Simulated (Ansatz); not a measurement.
# Band table of Au (bcc type)

```
CELL_PARAMETERS angstrom
-1.19461 1.19461 1.19461
1.19461 -1.19461 1.19461
1.19461 1.19461 -1.19461
ATOMIC_POSITIONS crystal
Au 0.00000 0.00000 0.00000
```

The cell comes from a relaxation on PAW files under the same functional, begun from a prototype that needn't be the stable phase.

All numbers are PBEsol results (scalar-relativistic) from Ansatz 0.2.0, with a Γ-centred 18×18×18 k mesh, Fermi–Dirac smearing of 0.1 eV, no spin polarisation. Methods: PAW: frozen-core files, cutoff 420 eV.

This run: volume at 0.4 of the series' base cell.

Spin–orbit coupling is left out, which matters for the heavy atoms. The PAW files were made under PBE. The structure type is held throughout; the real material can change phase at far lower pressure. At this compression frozen-core PAW has no all-electron check here.

Path points, in fractions of the reciprocal vectors: Γ (0.000, 0.000, 0.000), H (0.500, -0.500, 0.500), N (0.000, 0.000, 0.500), P (0.250, 0.250, 0.250). The distance column jumps between branches of the path. Levels in eV from the Fermi level; bands 5 to 12, counted from the lowest band of the run. The gap is zero, the pressure 1769 GPa.

```
# k(1/Å) point b5 b6 b7 b8 b9 b10 b11 b12
0.000 Γ -25.07 -16.85 -16.85 -16.85 -9.86 -9.86 9.00 9.00
0.329 - -24.24 -16.85 -16.85 -16.52 -11.10 -9.42 10.20 10.20
0.657 - -22.09 -16.66 -16.66 -15.52 -13.90 -8.18 13.55 13.55
0.986 - -19.62 -17.04 -15.97 -15.97 -13.90 -6.46 13.94 18.46
1.315 - -19.93 -18.46 -14.52 -14.52 -11.75 -4.69 12.48 22.59
1.644 - -22.31 -19.81 -12.24 -12.24 -9.23 -2.30 15.74 20.80
1.972 - -24.08 -22.47 -9.17 -9.17 -6.63 1.07 14.69 14.69
2.301 - -25.15 -24.69 -5.70 -5.70 -4.49 4.55 9.08 9.08
2.630 H -25.52 -25.52 -3.62 -3.62 -3.62 6.26 6.26 6.26
2.862 - -25.28 -25.15 -5.23 -4.84 -3.54 6.30 6.86 7.70
3.095 - -24.60 -24.08 -8.47 -7.55 -3.32 6.36 7.98 10.37
3.327 - -23.63 -22.35 -11.91 -10.44 -2.98 6.19 9.06 12.84
3.560 - -22.75 -20.04 -15.07 -12.60 -2.56 5.37 10.00 14.89
3.792 - -22.63 -17.71 -17.24 -13.17 -2.12 3.49 10.66 16.00
4.024 - -23.35 -19.70 -14.05 -12.06 -1.73 0.60 9.84 13.14
4.257 - -24.14 -20.94 -10.62 -10.36 -2.82 -1.46 7.04 12.98
4.489 N -24.46 -21.37 -9.51 -7.91 -5.55 -1.36 5.70 13.08
4.722 - -24.27 -21.23 -9.84 -8.10 -6.38 -2.45 6.24 13.41
4.954 - -23.72 -20.84 -10.88 -8.55 -8.32 -5.02 7.69 14.54
5.187 - -22.94 -20.22 -12.83 -10.06 -9.06 -8.04 9.58 16.22
5.419 - -22.30 -19.42 -15.15 -11.04 -10.94 -9.47 11.05 17.29
5.652 - -22.47 -18.53 -16.58 -13.41 -11.37 -9.73 11.15 14.03
5.884 - -23.57 -17.70 -16.87 -15.28 -11.02 -9.84 10.24 11.34
6.116 - -24.66 -17.08 -16.86 -16.46 -10.26 -9.86 9.35 9.60
6.349 Γ -25.07 -16.85 -16.85 -16.85 -9.86 -9.86 9.00 9.00
6.634 - -24.46 -17.10 -17.10 -16.13 -10.14 -10.14 9.30 10.32
6.918 - -22.92 -17.82 -17.82 -13.85 -10.48 -10.48 10.17 13.41
7.203 - -21.01 -18.79 -18.79 -10.32 -10.32 -9.97 11.63 15.78
7.488 - -19.55 -19.55 -19.03 -9.72 -9.72 -4.89 13.68 15.32
7.772 - -19.80 -19.80 -17.16 -8.92 -8.92 0.63 13.81 13.81
8.057 - -19.43 -19.43 -15.82 -8.19 -8.19 5.39 10.30 12.57
8.342 - -18.54 -18.54 -15.77 -7.70 -7.70 5.94 9.12 11.74
8.626 P -17.41 -17.41 -17.41 -7.52 -7.52 5.00 10.93 10.93
8.911 - -19.77 -16.47 -16.47 -7.69 -7.69 5.45 10.08 10.08
9.196 - -21.46 -16.31 -16.31 -8.06 -8.06 6.06 10.02 10.02
9.480 - -21.58 -17.41 -17.41 -8.13 -8.13 6.60 11.13 11.13
9.765 - -19.81 -19.49 -19.49 -7.61 -7.61 7.20 12.21 12.21
10.050 - -21.80 -21.80 -16.29 -6.61 -6.61 7.83 11.31 11.31
10.334 - -23.77 -23.77 -11.54 -5.36 -5.36 8.16 9.12 9.12
10.619 - -25.06 -25.06 -6.45 -4.17 -4.17 7.11 7.11 7.44
10.904 H -25.52 -25.52 -3.62 -3.62 -3.62 6.26 6.26 6.26
13.181 P -17.41 -17.41 -17.41 -7.52 -7.52 5.00 10.93 10.93
13.346 - -18.45 -17.76 -16.20 -7.62 -7.54 5.24 9.79 11.49
13.510 - -19.31 -18.69 -14.82 -7.89 -7.58 5.93 8.33 11.28
13.674 - -20.00 -19.97 -13.29 -8.25 -7.65 6.69 6.99 10.32
13.839 - -21.34 -20.53 -11.63 -8.64 -7.72 4.92 8.32 8.99
14.003 - -22.60 -20.92 -9.87 -8.99 -7.80 3.07 7.68 9.82
14.168 - -23.60 -21.18 -9.27 -8.07 -7.86 1.21 6.62 11.32
14.332 - -24.24 -21.32 -9.45 -7.90 -6.41 -0.49 5.94 12.56
14.496 N -24.46 -21.37 -9.51 -7.91 -5.55 -1.36 5.70 13.08
```
